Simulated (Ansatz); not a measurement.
# Non-collinear states of Cr (P63/mmc)

```yaml
crystal:
  lattice:
    - [2.71400, 0.00000, 0.00000]
    - [0.00000, 4.70079, 0.00000]
    - [1.35700, 2.35039, 4.41000]
  atoms:
    - { symbol: Cr, position: [0.87500, 0.20833, 0.25000] }
    - { symbol: Cr, position: [0.37500, 0.70833, 0.25000] }
    - { symbol: Cr, position: [0.12500, 0.79167, 0.75000] }
    - { symbol: Cr, position: [0.62500, 0.29167, 0.75000] }
```

The geometry is a structure as deposited in COD, repeated to hold the magnetic orders, held fixed and not relaxed.

Functional, mesh and filling: LDA, 10×10×10 k mesh, Fermi–Dirac smearing of 0.03 eV. PAW means Ansatz 0.2.0 on its default frozen-core files; LAPW is all-electron LAPW in Ansatz 0.2.0. Site moments are integrated in spheres about the atoms, whose radii differ between the methods. Start moments of the first PAW run (μB): Cr1 0.5, Cr2 0.5, Cr3 0.5, Cr4 0.5.

The runs use spinors without spin–orbit coupling. In the held states a penalty keeps the direction of every atom that starts with a moment, the untilted ones along z, with sizes free, and the energy is taken at the target. Energies count from the run that starts parallel.

```
                                    state  ΔF PAW (meV/atom)  ΔF LAPW (meV/atom)  largest moment, PAW (μB)  size of M, PAW (μB/cell)  directions kept
              parallel moments on spinors                0.0                 0.0                      0.53                      2.33              yes
Cr2 and Cr4 tilted by 45° from z and held               -0.3                -0.3                      0.58                      2.34              yes
Cr2 and Cr4 tilted by 90° from z and held                  ?                   –                      0.74                         ?              yes
```

Problem. Fill in "ΔF PAW (meV/atom)" for the row "Cr2 and Cr4 tilted by 90° from z and held".

Solution. -1.4.

Problem. Give the missing entry: row "Cr2 and Cr4 tilted by 90° from z and held", column "size of M, PAW (μB/cell)".

Solution. 2.27.

For the state «Cr2 and Cr4 tilted by 45° from z and held», by PAW: Site moments (μB): Cr1 (0.00, 0.00, 0.58); Cr2 (0.41, 0.00, 0.41); Cr3 (0.00, 0.00, 0.58); Cr4 (0.41, 0.00, 0.41). Cell moment 2.34 μB.

Energy differences of a meV or two per atom are within the error of mesh and smearing.

The PAW files were made with PBE; the program remakes their cores once for the run's functional and then keeps them frozen. This cell lies far from its zero-pressure volume, so the numbers describe the cell as given rather than the relaxed compound. The Ansatz runs typed with the search for lower states off end where their start leads. These are results for the start and cell typed. The real compound can order otherwise, in a larger cell, or not at all, since semilocal functionals at zero temperature often overstate magnetism. Left out because it lost a held moment or its direction: PAW, Cr2 and Cr4 tilted by 135° from z and held. Left out because it may lie on a higher state: PAW, start Cr1↑ Cr2↓ Cr3↑ Cr4↓ on spinors. Left out because it didn't converge or finish: LAPW, start Cr1↑ Cr2↓ Cr3↑ Cr4↓ on spinors.
